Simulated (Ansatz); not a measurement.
Cs$_{2}$P$_{2}$Pd:
```cif
data_Cs8P8Pd4
_chemical_formula_sum 'Cs8 P8 Pd4'
_space_group_name_H-M_alt 'Cmcm'
_space_group_IT_number 63
_space_group_name_Hall '-C 2c 2'
_cell_length_a 6.90854
_cell_length_b 14.99807
_cell_length_c 6.21955
_cell_angle_alpha 90.000
_cell_angle_beta 90.000
_cell_angle_gamma 90.000
loop_
_atom_site_label
_atom_site_type_symbol
_atom_site_symmetry_multiplicity
_atom_site_Wyckoff_symbol
_atom_site_fract_x
_atom_site_fract_y
_atom_site_fract_z
_atom_site_occupancy
Cs1 Cs 4 c 0.00000 0.21251 0.75000 1
Cs2 Cs 4 c 0.00000 0.41721 0.25000 1
P1 P 8 g 0.15664 0.09945 0.25000 1
Pd1 Pd 4 a 0.00000 0.00000 0.00000 1
```
(The calculation used a cell of 10 atoms; values per cell refer to that cell.)

Relaxed at zero pressure with the program Ansatz at the r²SCAN level (PAW).

**Question.** The volume is lowered by 3 % and shape and atoms relax at that volume. What pressure results, and how do the axes share the change?

**Answer.** 0.7 GPa; a -1.2 %, b -1.0 %, c -0.8 %; the energy rises by 2 meV/atom.

**Question.** Give the new structure.

**Answer.** 
Space group Cmcm (No. 63); a = 6.829 Å, b = 14.844 Å, c = 6.167 Å, α = β = γ = 90.00°

```
atom  site  symmetry       x       y       z
----  ----  --------  ------  ------  ------
Cs      4c       m2m  0.0000  0.2133  0.7500
Cs      4c       m2m  0.0000  0.4153  0.2500
P       8g       ..m  0.1583  0.1008  0.2500
Pd      4a     2/m..  0.0000  0.0000  0.0000
```

The phase is kept; no other phase was compared at this pressure.

The first step of the workflow began from a Materials Project structure, measured or hypothetical; the Crystallography Open Database copy checked does not list it. Its standing as an ambient phase is unchecked. The r²SCAN relaxation kept the symmetry of its start; whether a distortion lowers the energy is not shown. The run is not spin-polarised. Scalar-relativistic: spin–orbit coupling is off unless named, which matters more the heavier the elements.

Potentials: the later of the program's two PAW sets.
